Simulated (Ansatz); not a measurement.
HfO2 (tetragonal-ZrO2 type, space group P4_2/nmc): energy against volume

HfO₂ (tetragonal-ZrO2 type, space group P4_2/nmc)

```xyz
6
Lattice="3.5768 0.0000 0.0000 0.0000 3.5768 0.0000 0.0000 0.0000 5.2026" Properties=species:S:1:pos:R:3 pbc="T T T"
Hf     0.0000     0.0000     0.0000
Hf     1.7884     1.7884     2.6013
O      0.0000     1.7884     1.0205
O      0.0000     1.7884     3.6219
O      1.7884     0.0000     1.5808
O      1.7884     0.0000     4.1821
```

The volume is varied about the relaxed value V₀ at fixed cell shape. The atoms relax within the cell's symmetry.

The numbers are results of r2SCAN (plane waves to 500 eV, PAW, scalar-relativistic; Ansatz, a first-principles code), not measurements. k mesh 9×9×7 (Γ-centred), Fermi-Dirac smearing 0.05 eV. Energies are smeared free energies. Compression counts positive. With the shape held, the modulus is that of even scaling; a crystal free to change shape is softer. HfO2 is run without spin polarisation. HfO2 was relaxed with its symmetry unable to fall. Spin-orbit coupling is left out, though Hf is heavy. This is a high-temperature form of HfO2. ΔE is measured from the relaxed starting cell.

```json
[
 {"V (Å³/cell)": "62.57", "ΔE (eV/atom)": "0.0293", "P (GPa)": "15.0"},
 {"V (Å³/cell)": "63.23", "ΔE (eV/atom)": "0.0199", "P (GPa)": "12.1"},
 {"V (Å³/cell)": "63.90", "ΔE (eV/atom)": "0.0125", "P (GPa)": "9.4"},
 {"V (Å³/cell)": "64.56", "ΔE (eV/atom)": "0.0069", "P (GPa)": "6.9"},
 {"V (Å³/cell)": "65.23", "ΔE (eV/atom)": "0.0030", "P (GPa)": "4.5"},
 {"V (Å³/cell)": "65.89", "ΔE (eV/atom)": "0.0007", "P (GPa)": "2.2"},
 {"V (Å³/cell)": "66.56", "ΔE (eV/atom)": "0.0000", "P (GPa)": "0.0"},
 {"V (Å³/cell)": "67.22", "ΔE (eV/atom)": "0.0007", "P (GPa)": "-2.0"},
 {"V (Å³/cell)": "67.89", "ΔE (eV/atom)": "0.0028", "P (GPa)": "-3.9"},
 {"V (Å³/cell)": "68.56", "ΔE (eV/atom)": "0.0062", "P (GPa)": "-5.7"},
 {"V (Å³/cell)": "69.22", "ΔE (eV/atom)": "0.0107", "P (GPa)": "-7.5"},
 {"V (Å³/cell)": "69.89", "ΔE (eV/atom)": "0.0164", "P (GPa)": "-9.1"},
 {"V (Å³/cell)": "70.55", "ΔE (eV/atom)": "0.0233", "P (GPa)": "-10.6"}
]
```

Derived quantities:

```
Property                                                                       Value
---------------------------------------------------------------------  -------------
Pressure at the smallest volume                                             15.0 GPa
Energy cost of the largest compression                                 29.3 meV/atom
Energy cost of the largest expansion                                   23.3 meV/atom
Bulk modulus at fixed cell shape B₀ (third-order Birch-Murnaghan fit)        209 GPa
Pressure derivative B₀′ (fit)                                                    4.8
Equilibrium volume of the fit                                          11.09 Å³/atom
Pressure for 5 % compression (fit)                                          12.1 GPa
```

(A scan under strain: stresses follow from slopes of the energy per volume, elastic moduli from its curvatures.)
